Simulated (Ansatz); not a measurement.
Ag:
```xyz
7
Lattice="5.3292 0.0000 0.0000 -2.6646 4.6153 0.0000 0.0000 0.0000 5.2003" Properties=species:S:1:pos:R:3 pbc="T T T"
Ag     0.0000     0.0000     1.3157
Ag     0.0000     0.0000     3.8846
Ag     0.0000     3.0768     2.6001
Ag     2.6646     1.5384     2.6001
Ag    -1.3323     2.3076     0.0000
Ag     2.6646     0.0000     0.0000
Ag     1.3323     2.3076     0.0000
```

Relaxed with r²SCAN. Special points in fractions of this cell's reciprocal vectors: Γ (0.000, 0.000, 0.000); M (0.500, 0.000, 0.000); K (0.333, 0.333, 0.000); A (0.000, 0.000, 0.500); L (0.500, 0.000, 0.500); H (0.333, 0.333, 0.500).

### Question
List the band energies nearest the Fermi level at these points for r²SCAN (plane waves, PAW; program Ansatz).

### Answer
In eV from the Fermi level; about four levels below and three above (degenerate sets whole), none deeper than 8.9 eV; points with the same levels are listed once.

```tsv
k	below	above
Γ	-3.39 -3.39 -3.28 -3.28 -2.70	0.13 0.88 1.02
M	-3.49 -3.40 -2.97 -0.01	0.57 1.42 1.60
K	-3.23 -3.23 -3.07 -2.96	1.56 2.76 2.76
A	-3.42 -3.42 -3.19 -3.19 -2.70	0.91 2.49 2.49
L	-2.69 -2.65 -2.13 -2.07	0.83 1.41 2.45
H	-1.94 -1.94 -1.64 -1.36 -1.36	6.03 6.34 6.34
```

Space group P6/mmm. The start of the workflow was typed in or built on a structure type; neither database checked (COD, Materials Project) lists it. It is not the phase usual at ambient conditions (space group No. 225). Symmetry was held in the r²SCAN relaxation. At this level the phase is mechanically unstable. The run is not spin-polarised. Scalar-relativistic: spin–orbit coupling is off unless named, which matters more the heavier the elements.

Potentials: the later of the program's two PAW sets.
